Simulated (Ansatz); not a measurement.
The relaxed structure here is a generated cell of AlIr: the first start was made by a random draw of sites in a space group, and the end was not matched to a known phase here, so it may be hypothetical.

A relaxed cell of AlIr (Fm-3m (No. 225)), relaxed on a k-mesh at least as fine as the one used below. Level of theory: PBEsol (plane waves to 420 eV, PAW, scalar-relativistic; Ansatz, an electronic-structure program). Γ-centred k-mesh 11×11×6 on the run's cell (coarser than for final values), Fermi–Dirac smearing 0.05 eV.

```
CELL_PARAMETERS angstrom
      0.00000     2.49992     2.49992
      2.49992     0.00000     2.49992
      4.99985     4.99985     0.00000
ATOMIC_POSITIONS crystal
  Al 0.50000 0.50000 0.25000
  Al 0.50000 0.50000 0.75000
  Ir 0.00000 0.00000 0.00000
  Ir 0.00000 0.00000 0.50000
```

The atoms are displaced by (Å):

| atom | ux | uy | uz |
|---|---|---|---|
| Al1 | -0.004 | -0.034 | -0.145 |
| Al2 | -0.002 | -0.095 | 0.098 |
| Ir3 | -0.063 | -0.041 | 0.016 |
| Ir4 | -0.082 | 0.042 | 0.044 |

**Question.** What forces (eV/Å) and pressure result?

**Answer.** 
```csv
atom,Fx,Fy,Fz
Al1,-0.49,-0.02,1.80
Al2,-0.39,0.98,-0.74
Ir3,0.49,-0.22,-0.18
Ir4,0.39,-0.75,-0.88
```

Pressure +2.2 GPa.

**Question.** Estimate the energy cost of the displacement in the harmonic approximation and compare with the calculation.

**Answer.** For a harmonic well ΔE = −½ Σ F·u = 0.276 eV a cell, or 69 meV/atom. The calculated energy relative to the undisplaced cell is +0.06 eV/atom, so the harmonic estimate holds well.

The undisplaced cell is probably no minimum: from this displacement the run went on to Pm-3m (No. 221), 0.97 eV/atom below it.

No spin polarisation in the result.
